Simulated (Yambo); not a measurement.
GaAlN₂ (space group P-4m2, No. 115), G0W0@PBEsol in Yambo with this input:

```
rim_cut
gw0
dyson
el_el_corr
HF_and_locXC
ppa
em1d
RandQpts= 1000000
RandGvec= 1 Ry
EXXRLvcs= 84 Ry
VXCRLvcs= 336 Ry
Chimod= "HARTREE"
% BndsRnXp
 1 | 208 |
%
NGsBlkXp= 10 Ry
% LongDrXp
 1.0 | 1.0 | 1.0 |
%
PPAPntXp= 27.2114 eV
% GbndRnge
 1 | 208 |
%
GTermKind= "BG"
DysSolver= "n"
ExtendOut
```

On a 4×4×4 mesh, with wavefunctions cut at 84 Ry, the gap (Γ → Γ) is 3.787 eV and the valence edge shifts by -0.482 eV.

Task: What happens with this change: no terminator?

Result: The gap falls by 0.076 eV, to 3.711 eV; the shift of the valence edge becomes -0.291 eV. Neither run is shown to be the converged limit.

The standard potential for Ga keeps a d shell in the valence without the s and p states of that shell. In tests on such compounds this moved G0W0 gaps by up to about 0.9 eV, so absolute quasiparticle energies here are unreliable; differences between settings are what counts.

Spin-orbit coupling is included.

Geometry relaxed with PBEsol; primitive cell a = b = 3.143 Å, c = 4.424 Å, α = β = γ = 90.00°.

The structure is a Materials Project entry; no match was found in the copy of COD used, and its stability was not checked.

A shift is the quasiparticle energy of the state minus its PBEsol energy.
